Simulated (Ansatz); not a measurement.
Heated and quenched cell Cd16Ge16As32

The calculation used DFT, PBEsol, PAW, plane waves (Ansatz 0.2.0).

Command:

```sh
ansatz run in.yaml --threads 8 --pin off --max-ram 118750MiB --runs-dir r --events-out ev --progress --plain --backend cuda --devices 0,
```

The input less its lattice and atoms:

```yaml
accuracy: low
kpoints:
  mp_grid: { grid: [1, 1, 1] }
hamiltonian:
  xc: pbesol
scf:
  occupations: { method: fermi_dirac, width: 0.1 }
md:
  ensemble: nvt_langevin
  timestep: 2.5
  n_steps: 600
  temperature: 2500
  temperature_schedule: [{ n_steps: 300, end_temperature: 2500 }, { n_steps: 300, end_temperature: 300 }]
  friction: 0.02
  initial_velocities: maxwell_boltzmann
  seed: 1
```

Start:

```xyz
64
Lattice="12.1297 -0.0017 -0.0004 -0.0017 12.1297 -0.0004 -0.0004 -0.0004 11.5323" Properties=species:S:1:pos:R:3 pbc="T T T"
Cd   11.8008    0.0936   11.1601
Cd   11.8840    6.3387    0.0261
Cd    6.2105    0.1467   11.4650
Cd    5.8504    5.8132    0.0082
Cd    0.1670    3.2305    3.0613
Cd   12.0121    8.9494    2.9383
Cd    6.0591    2.9366    2.6387
Cd    5.8252    8.8905    2.8894
Cd    3.1209   12.0201    8.7383
Cd    2.9461    6.0860    8.5453
Cd    9.2087   11.9101    8.8479
Cd    9.3355    6.3334    8.8844
Cd    3.2160    3.4236    5.5269
Cd    3.0025    9.2342    5.6633
Cd    9.4662    2.9999    5.6489
Cd    9.3344    9.2918    5.4739
Ge    0.3047    0.3650    5.7338
Ge   12.0753    6.3822    5.3000
Ge    5.7615   12.0243    5.9035
Ge    6.2358    5.7574    5.5058
Ge    3.1199    0.1552    2.8354
Ge    2.9240    6.0598    2.9720
Ge    9.1200    0.3118    2.8586
Ge    9.3502    6.1538    2.8143
Ge    3.1497    3.0332    0.3440
Ge    3.0415    9.2235   11.5094
Ge    9.0062    3.0628   11.2899
Ge    9.1908    8.8261   11.4997
Ge    0.2359    2.6284    8.8757
Ge   11.9903    9.2800    8.4988
Ge    5.8932    2.8170    8.6911
Ge    6.3115    8.9883    8.6332
As    1.5789    1.6435    1.3591
As    1.4926    7.6770    1.7179
As    7.4880    1.5975    1.2756
As    7.9284    7.4632    1.8782
As    1.2607    1.4825    7.2040
As    1.3905    7.4451    6.8704
As    7.3785    1.4275    7.1306
As    7.0544    7.7425    7.2028
As    4.7242    4.6004    1.9465
As    4.3376   10.5861    1.1391
As   10.3422    4.5722    1.3718
As   10.7271   11.2193    1.6015
As    4.6100    1.4055    4.1591
As    4.4421    7.5751    4.2264
As   10.8417    1.4101    4.1804
As   10.4893    7.3190    4.5156
As    1.3692    4.7701    4.3489
As    1.7345   10.3834    4.0940
As    7.6864    4.8740    4.4324
As    7.9444   10.6668    4.2898
As    1.5856    4.4163    9.9419
As    1.5134   10.4214   10.5003
As    7.9022    4.5336    9.9919
As    7.5610   10.4256    9.8788
As    4.6733    4.4882    7.2478
As    4.5700   10.6772    7.3412
As   11.0127    4.7589    7.2116
As   10.6613   10.6109    7.1088
As    4.4800    1.8124    9.8060
As    4.6509    7.8957    9.9995
As   10.4988    1.6746   10.6955
As   10.5038    7.4152   10.2568
```

Some of the steps:

```csv
step,"free energy without the kinetic part, less step 39 (eV)",temperature (K),largest force component (eV/Å)
39,0.000,2575,3.19
79,1.190,2556,3.04
119,6.388,2571,3.90
159,6.701,2692,3.80
199,8.657,2593,3.35
239,10.908,2556,3.49
279,13.073,2332,3.71
319,9.477,2824,3.27
359,8.351,2218,4.44
399,8.079,1857,2.78
439,9.219,1369,3.41
479,8.685,1297,2.59
519,6.681,1150,2.34
559,3.279,781,1.53
599,2.027,507,1.48
```

Structure at step 319 of the program's count:

```xyz
64
Lattice="12.1297 -0.0017 -0.0004 -0.0017 12.1297 -0.0004 -0.0004 -0.0004 11.5323" Properties=species:S:1:pos:R:3 pbc="T T T"
Cd   11.7736    0.4640   10.4737
Cd    0.6513    6.7548    1.2252
Cd    6.8794    0.3129    0.5292
Cd    6.8975    6.8578   11.1526
Cd    0.1811    3.6321    2.1719
Cd    0.8018    9.4752    3.7318
Cd    5.4833    2.0905    4.0138
Cd    6.6097    8.1484    4.4069
Cd    2.7264   11.7745   11.2230
Cd    2.5943    7.0085    8.3917
Cd    9.8208   11.4346    7.7772
Cd    9.2789    5.5766    8.8740
Cd    2.2344    3.0436    4.5981
Cd    4.1993   10.2800    5.4622
Cd    9.9400    2.8975    7.2742
Cd    9.5379    9.8806    4.7450
Ge    0.3746   10.2324    7.1782
Ge   11.4661    3.5793    5.1142
Ge    5.2162    0.7510    6.8960
Ge    6.5067    4.7051    6.5073
Ge    0.8917   11.8241    2.0596
Ge    3.3444    5.5890    1.4732
Ge    8.2631    1.4013    3.2781
Ge    9.9287    5.4010    3.5738
Ge    2.1993    3.9196    0.6064
Ge    3.4137    8.9287   10.7113
Ge    9.0614    4.2978   11.2544
Ge    8.4615    9.1415   10.2339
Ge    0.5783    3.5154    8.8816
Ge    0.5094    7.9923    7.6916
Ge    4.4825    2.5940    8.8173
Ge    7.1122   11.3757    7.6382
As   11.3264    0.9941    1.6478
As    2.8360    8.0545    2.4726
As    9.2204    3.2976    2.0706
As    8.1943    6.9713    2.3040
As    2.5150    1.4054    8.6967
As    2.4652    8.0822    5.5149
As    7.7451    2.4725    5.6526
As    6.9604    8.2975    8.5895
As    5.3727    3.2564    0.8800
As    3.3472    1.8140    0.9751
As   10.2746    6.5225    0.7560
As    8.2639    9.4312    2.0294
As    3.8148    0.2284    2.9354
As    4.8877    6.3995    5.8254
As   10.7550    1.2276    4.2029
As   10.8619    7.5492    5.1361
As    1.6017    5.9276    4.5710
As    1.3182    0.6612    4.0188
As    7.3076    4.0136    4.0761
As    5.8234   11.1683    3.9316
As    1.1736    5.8515    9.8993
As    0.5817   10.0781   10.2001
As    7.7565    3.5804    9.2146
As    7.9447   11.5499   10.0724
As    3.4419    4.5242    7.2222
As    3.1585   11.4372    7.7284
As   11.7307    5.7126    6.5644
As    9.8735    8.4069    7.9361
As    6.0572    2.1526   10.3387
As    4.4846    9.1153    8.2084
As   10.6814    2.7951    9.7850
As   10.9875    7.7854    9.8896
```

End:

```
Cd Ge As
1.0
    12.12967   -0.00172   -0.00038
    -0.00172   12.12967   -0.00038
    -0.00036   -0.00036   11.53227
Cd Ge As
16 16 32
Direct
  0.93973 0.03372 0.86893
  0.05134 0.49746 0.05101
  0.50513 0.07032 0.12295
  0.53849 0.58093 0.93146
  0.98776 0.30236 0.19539
  0.02624 0.74430 0.29335
  0.44272 0.16055 0.35183
  0.54864 0.55039 0.39916
  0.23177 0.91977 0.97622
  0.33289 0.57129 0.74957
  0.79330 0.92736 0.59773
  0.82616 0.43140 0.85879
  0.19057 0.26065 0.30234
  0.40139 0.74329 0.37505
  0.84579 0.17222 0.66383
  0.76334 0.81361 0.38730
  0.00734 0.84573 0.62458
  0.94545 0.20421 0.42335
  0.47213 0.16138 0.69332
  0.55940 0.40175 0.59180
  0.07084 0.93144 0.16543
  0.40839 0.40713 0.22443
  0.68257 0.09764 0.33349
  0.78922 0.48860 0.29998
  0.17337 0.31448 0.95457
  0.25760 0.66034 0.97448
  0.67592 0.27502 0.01191
  0.67278 0.74107 0.89414
  0.05034 0.25952 0.76003
  0.05147 0.63892 0.59733
  0.28338 0.26351 0.75340
  0.51795 0.94841 0.67343
  0.93268 0.06955 0.14821
  0.35768 0.60967 0.18299
  0.74657 0.26172 0.20476
  0.67323 0.65670 0.23430
  0.16820 0.08716 0.73931
  0.21033 0.66558 0.43878
  0.63711 0.19365 0.53910
  0.59044 0.63437 0.69922
  0.50051 0.38384 0.03268
  0.31636 0.14216 0.95502
  0.80695 0.54861 0.07748
  0.65668 0.86527 0.17055
  0.28680 0.06363 0.15694
  0.36128 0.46322 0.54593
  0.88225 0.00738 0.36255
  0.88858 0.63851 0.44840
  0.17903 0.54948 0.27131
  0.10731 0.04023 0.37565
  0.63531 0.34014 0.35121
  0.53783 0.89664 0.34868
  0.00206 0.57713 0.84255
  0.02845 0.84824 0.85871
  0.61738 0.28196 0.76886
  0.69116 0.93432 0.80263
  0.21655 0.32551 0.56029
  0.17486 0.96913 0.56240
  0.02814 0.38206 0.57157
  0.81127 0.66005 0.67222
  0.57073 0.07656 0.88493
  0.43253 0.78378 0.66600
  0.91787 0.23383 0.91589
  0.88307 0.71034 0.95690
```

The run ended as planned.

Time: 7.5 min of wall time on one NVIDIA GB300 with 8 processor threads, on a host shared with other runs; peak host memory 2.5 GiB.
